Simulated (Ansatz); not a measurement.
**Ansatz run, Cs₂LiVF₆**

input.yaml (Ansatz 0.2.0)

```yaml
crystal:
  lattice:
    - [0.0, 4.282421, 4.282421]
    - [4.282421, 0.0, 4.282421]
    - [4.282421, 4.282421, 0.0]
  atoms:
    - { symbol: F, position: [0.785, 0.215, 0.215] }
    - { symbol: F, position: [0.215, 0.785, 0.215] }
    - { symbol: F, position: [0.215, 0.785, 0.785] }
    - { symbol: F, position: [0.785, 0.215, 0.785] }
    - { symbol: F, position: [0.215, 0.215, 0.785] }
    - { symbol: F, position: [0.785, 0.785, 0.215] }
    - { symbol: Li, position: [0.5, 0.5, 0.5] }
    - { symbol: V, position: [0.0, 0.0, 0.0] }
    - { symbol: Cs, position: [0.25, 0.25, 0.25] }
    - { symbol: Cs, position: [0.75, 0.75, 0.75] }
  symmetry: { tolerance: 0.0003 }
kpoints:
  mp_grid: { grid: [7, 7, 7], shift: [0, 0, 0] }
  band_path:
    path:
      - [0.0, 0.0, 0.0]
      - [0.5, 0.0, 0.5]
      - [0.625, 0.25, 0.625]
      - [0.375, 0.375, 0.75]
      - [0.0, 0.0, 0.0]
      - [0.5, 0.5, 0.5]
      - [0.5, 0.25, 0.75]
      - [0.5, 0.0, 0.5]
    npoints: 8
magnetization:
  spin_polarized: false
scf:
  occupations: { method: fermi_dirac, width: 0.0246 }
  lower_state_search: "off"
  max_iter: 200
hamiltonian:
  pseudopotentials: { kind: paw }
  xc: pbe
basis:
  ecutwfc: 420
  fft_grid_basis: typed
output:
  forces: true
  stress: true
  eigenvalues: true
  bader: true
  populations: true
  elf: true
  write_potential: true
  volumetric_format: npy
  dos:
    e_range: [-12, 8]
    de: 0.05
    projected: { site_lists: { Cs: [Cs], F: [F], Li: [Li], V: [V] } }
checkpoint:
  read: saved_state
```

The run starts from an earlier solution of this cell. 

Parts of the output:

```
Pseudopotentials: kind: paw
Pseudopotential: F, paw, valence charge 7, recommended cutoff 420 eV (normal), F.paw.azcp
Pseudopotential: Li, paw, valence charge 3, recommended cutoff 420 eV (normal), Li.paw.azcp
Pseudopotential: V, paw, valence charge 13, recommended cutoff 420 eV (normal), V.paw.azcp
Pseudopotential: Cs, paw, valence charge 9, recommended cutoff 420 eV (normal), Cs.paw.azcp
Functional definition: PBE
  exchange = pbe_x(kappa = kappa, mu = beta*pi^2/3)
  correlation = pbe_c(beta = beta)
Crystal: 10 atoms, lattice volume = 157.072 Å³
Basis set: ecut = 420 eV, 3119 PW (Γ), exchange–correlation on 90×90×90 points (8 copies of the dense FFT grid, shifted against one another)
Bands: 48, of which v1, the nominal top of the filled ones, is band 38 counted from 1 (37 counted from 0)
Symmetry: 48 space group operations
Space group: Fm-3m (ITA 225), of the structure as read, at distance tolerance 1.6e-3 Å
k-points: 20 of 343
Initial density: read from a saved state, or passed on in memory by an earlier SCF of this step, an earlier step, the calling program or the single point that the run made first
Functional: x = pbe(κ = 0.804, μ = 0.2195), c = pbe(β = 0.0667)
SCF iter   1: F=—  Δρ=4.77e-4  dr2=2.95e-4
SCF iter   2: F=—  Δρ=1.72e-4  dr2=3.33e-5
SCF iter   3: F=—  Δρ=5.45e-5  dr2=1.19e-5
SCF iter   4: F=—  Δρ=5.96e-5  dr2=8.06e-6
SCF iter   5: F=—  Δρ=5.50e-5  dr2=6.61e-6
SCF iter   6: F=—  Δρ=5.06e-5  dr2=4.79e-6
SCF iter   7: F=—  Δρ=2.82e-5  dr2=1.38e-6
SCF iter   8: F=-19318.5627 eV  Δρ=5.73e-6  dr2=3.89e-8
Free energy (F): -19318.5627 eV
Harris-Foulkes:  -19318.5627 eV  (|F-HF|=3.93e-9)
Internal energy: -19318.4917 eV  (E = F + TS)
E sigma→0 (E₀):  -19318.5272 eV
Entropy (-TS):   -0.0710 eV (-7.096 meV/atom)
Fermi energy:    9.3030 eV
--- Per-component energies (eV) ---
  E_band       = -559.8181
  E_kinetic    = 1894.5201
  E_local      = -6759.9026  (includes V_loc(G=0)·N_el)
  E_nonlocal   = 424.5759
  E_hartree    = 2791.3387
  E_xc         = -973.6545
  E_vxc        = -1052.4966  (∫ρ·V_xc dr)
  E_paw        = -12471.6931  (= ΣΔE_a)
  E_vpaw       = -649.2088  (= ΣTr[D̂ρ^β])
  E_aug_tail   = 0.0128  (compensation charges beyond the density's cutoff)
  E_ewald      = -4223.6889
  E_smearing   = -0.0710  (= −TS)
--- Forces (eV/Å), atoms counted from 1 ---
  atom   1  F      2.7738     0.0000     0.0000
  atom   2  F      0.0000     2.7738     0.0000
  atom   3  F     -2.7738     0.0000     0.0000
  atom   4  F      0.0000    -2.7738     0.0000
  atom   5  F      0.0000     0.0000     2.7738
  atom   6  F      0.0000     0.0000    -2.7738
  atom   7  Li     0.0000     0.0000     0.0000
  atom   8  V      0.0000     0.0000     0.0000
  atom   9  Cs     0.0000     0.0000     0.0000
  atom  10  Cs     0.0000     0.0000     0.0000
--- Stress (GPa, compression-positive) ---
       10.6689       0.0000       0.0000
        0.0000      10.6689       0.0000
        0.0000       0.0000      10.6689
  P = ⅓ Tr σ = 10.6689 GPa (106.689 kbar)
--- Löwdin populations: 10 sites ---
  site symbol       q [e]
     0      F      7.5956
     1      F      7.5956
     2      F      7.5956
     3      F      7.5956
     4      F      7.5956
     5      F      7.5956
     6     Li      2.2261
     7      V     11.6670
     8     Cs      8.1040
     9     Cs      8.1040
  spilling = 0.0043 (of n_electrons = 76.0000)
--- Bader charges: 10 sites ---
  site symbol  charge [e]  shift [e]
     0      F     -0.7862     0.0008
     1      F     -0.7862     0.0008
     2      F     -0.7862     0.0008
     3      F     -0.7862     0.0008
     4      F     -0.7862     0.0008
     5      F     -0.7862     0.0008
     6     Li      0.9429     0.0002
     7      V      1.9879     0.0045
     8     Cs      0.8931     0.0000
     9     Cs      0.8931     0.0000
```

Absolute energies hang on the potentials; compare differences alone.

Origin: a known structure type with other elements, at an estimated volume, so it need not be a known compound. Caveats: no spin polarisation, so a magnetic state may lie lower; atoms or cell far from equilibrium.
